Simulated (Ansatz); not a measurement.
Relaxed-ion elastic tensor of La (dhcp (α-La type), P6_3/mmc) in GPa (Voigt order), PBEsol (plane waves, PAW; program Ansatz); density 6.81 g/cm³, 33.89 Å³ per atom.

```
55.0  17.2   9.1   0.0   0.0   0.0
17.2  55.0   9.1   0.0   0.0   0.0
 9.1   9.1  61.4   0.0   0.0   0.0
 0.0   0.0   0.0  15.7   0.0   0.0
 0.0   0.0   0.0   0.0  15.7   0.0
 0.0   0.0   0.0   0.0   0.0  18.9
```

Problem. Is the crystal mechanically stable?

Solution. Yes: the smallest eigenvalue of C is 15.7 GPa.

Problem. Work out the Voigt, Reuss and Hill averages.

Solution. K_V = 26.9, K_R = 26.9, K_H = 26.9; G_V = 19.1, G_R = 18.4, G_H = 18.8 GPa.

Problem. Give Young's modulus, Poisson's ratio, Pugh's ratio and the universal anisotropy index.

Solution. E = 9KG/(3K + G) = 45.7 GPa; ν = 0.22; K/G = 1.43 (brittle by the Pugh limit of 1.75); A_U = 5G_V/G_R + K_V/K_R − 6 = 0.18.

Problem. Estimate the sound speeds and the Debye temperature.

Solution. v_l = √((K + 4G/3)/ρ) = 2760 m/s, v_t = √(G/ρ) = 1660 m/s, mean 1840 m/s; Θ = (h/k)(3n/4πV)^(1/3) v_m = 169 K.

Problem. Solve the Christoffel equation for the three sound speeds along x, y, z.

Solution. Eigenvalues of C_ijkl n_j n_l equal ρv². In km/s, slowest first: x 1.52, 1.67, 2.84; y 1.52, 1.67, 2.84; z 1.52, 1.52, 3.00.

Problem. How much does each axis shrink under pressure?

Solution. Linear compressibilities β_i = Σ_j S_ij (j = 1 to 3): x 12, y 12, z 13 per TPa.

The PBEsol relaxation kept the symmetry of its start. As this level gives no gap, shear constants depend on the k-mesh and smearing (Fermi–Dirac, 0.1 eV here). Scalar-relativistic: spin–orbit coupling is off unless named, which matters more the heavier the elements.

Potentials: the later of the program's two PAW sets.
